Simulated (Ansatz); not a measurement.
Mg (hcp (Mg type), P6_3/mmc) at seven volumes, the program Ansatz at the PBE level (PAW), shape and atoms relaxed at each. One row is withheld.

```json
[
 {"V (Å³/atom)": "20.871", "P (GPa)": "4.10"},
 {"V (Å³/atom)": "21.559", "P (GPa)": "2.53"},
 {"V (Å³/atom)": "22.247", "P (GPa)": "1.17"},
 {"V (Å³/atom)": "22.935", "P (GPa)": "0.00"},
 {"V (Å³/atom)": "23.623", "P (GPa)": "-1.00"},
 {"V (Å³/atom)": "24.311", "P (GPa)": "-1.86"},
 {"V (Å³/atom)": "24.999", "P (GPa)": "?"}
]
```

Task: Fit the shown pressures and predict the withheld one.

Result: P = (3/2)B₀(x^(7/2) − x^(5/2))[1 + (3/4)(B′ − 4)(x − 1)] with x = (V₀/V)^(2/3). Least squares on the six rows gives V₀ = 22.938 Å³/atom, B₀ = 36.0 GPa, B′ = 4.00. At V = 24.999, x = 0.9443 and P = -2.61 GPa. The run itself gave -2.59 GPa.

Symmetry was held in the PBE relaxation.

Potentials: the later of the program's two PAW sets.
